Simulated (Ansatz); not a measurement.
AlN:
```
CELL_PARAMETERS angstrom
      3.13027     0.00000     0.00000
     -1.56513     2.71089     0.00000
      0.00000     0.00000     5.01808
ATOMIC_POSITIONS crystal
  Al 0.66667 0.33333 0.00337
  Al 0.33333 0.66667 0.50337
  N  0.66667 0.33333 0.62183
  N  0.33333 0.66667 0.12183
```

Relaxed with PBE.

Task: Which orbitals make up the states near the band edges in plane-wave PAW PBE (Ansatz code)?

Result: Top 1 eV of the valence band: N 2p 90 %, Al 3p 7 %. Bottom 1 eV of the conduction band: N 2s 40 %, Al 3s 29 %, Al 3p 19 %, N 2p 9 %. Projections are on Löwdin-orthogonalised atomic valence shells; empty p or d shells of many metals are not among them.

Task: Tabulate the density of states.

Result: States/eV per cell of 4 atoms, in 0.25 eV bins, energy from the valence-band maximum.

```csv
E (eV),total,N 2p,Al 3p,Al 3s
-7.85,0.00,0.00,0.00,0.00
-7.60,0.00,0.00,0.00,0.00
-7.35,0.00,0.00,0.00,0.00
-7.10,0.00,0.00,0.00,0.00
-6.85,0.00,0.00,0.00,0.00
-6.60,0.00,0.00,0.00,0.00
-6.35,0.00,0.00,0.00,0.00
-6.10,0.00,0.00,0.00,0.00
-5.85,0.03,0.02,0.01,0.01
-5.60,0.41,0.25,0.09,0.07
-5.35,1.32,0.81,0.26,0.22
-5.10,1.98,1.24,0.37,0.32
-4.85,3.13,1.99,0.56,0.48
-4.60,2.42,1.55,0.39,0.35
-4.35,1.45,0.95,0.19,0.21
-4.10,1.86,1.24,0.25,0.25
-3.85,1.22,0.80,0.18,0.13
-3.60,0.98,0.66,0.17,0.09
-3.35,1.60,1.12,0.28,0.14
-3.10,1.61,1.15,0.27,0.12
-2.85,1.64,1.19,0.27,0.11
-2.60,1.91,1.43,0.31,0.11
-2.35,1.96,1.50,0.31,0.10
-2.10,2.34,1.84,0.36,0.09
-1.85,2.75,2.20,0.40,0.08
-1.60,2.89,2.37,0.40,0.07
-1.35,3.52,2.96,0.42,0.07
-1.10,3.66,3.16,0.37,0.05
-0.85,4.92,4.38,0.43,0.03
-0.60,2.68,2.46,0.16,0.01
-0.35,1.46,1.37,0.05,0.00
-0.10,0.25,0.24,0.01,0.00
0.15,0.00,0.00,0.00,0.00
0.40,0.00,0.00,0.00,0.00
0.65,0.00,0.00,0.00,0.00
0.90,0.00,0.00,0.00,0.00
1.15,0.00,0.00,0.00,0.00
1.40,0.00,0.00,0.00,0.00
1.65,0.00,0.00,0.00,0.00
1.90,0.00,0.00,0.00,0.00
2.15,0.00,0.00,0.00,0.00
2.40,0.00,0.00,0.00,0.00
2.65,0.00,0.00,0.00,0.00
2.90,0.00,0.00,0.00,0.00
3.15,0.00,0.00,0.00,0.00
3.40,0.00,0.00,0.00,0.00
3.65,0.00,0.00,0.00,0.00
3.90,0.00,0.00,0.00,0.00
4.15,0.01,0.00,0.00,0.00
4.40,0.03,0.00,0.00,0.01
4.65,0.05,0.00,0.01,0.02
4.90,0.10,0.01,0.03,0.02
5.15,0.52,0.04,0.27,0.05
5.40,0.98,0.09,0.52,0.06
5.65,1.67,0.19,0.90,0.09
5.90,2.06,0.24,1.08,0.12
6.15,2.27,0.30,1.17,0.13
6.40,2.04,0.30,1.05,0.10
6.65,1.50,0.23,0.76,0.09
6.90,1.37,0.22,0.67,0.09
7.15,1.23,0.21,0.59,0.09
7.40,0.94,0.16,0.44,0.08
7.65,0.79,0.13,0.35,0.10
7.90,0.55,0.11,0.22,0.09
8.15,0.86,0.14,0.27,0.21
8.40,1.46,0.21,0.49,0.33
8.65,2.11,0.31,0.84,0.39
8.90,2.14,0.30,0.87,0.39
```

Space group P6_3mc (wurtzite). Symmetry was held in the PBE relaxation; phonons on a q-mesh show no instability.

Potentials: the later of the program's two PAW sets.
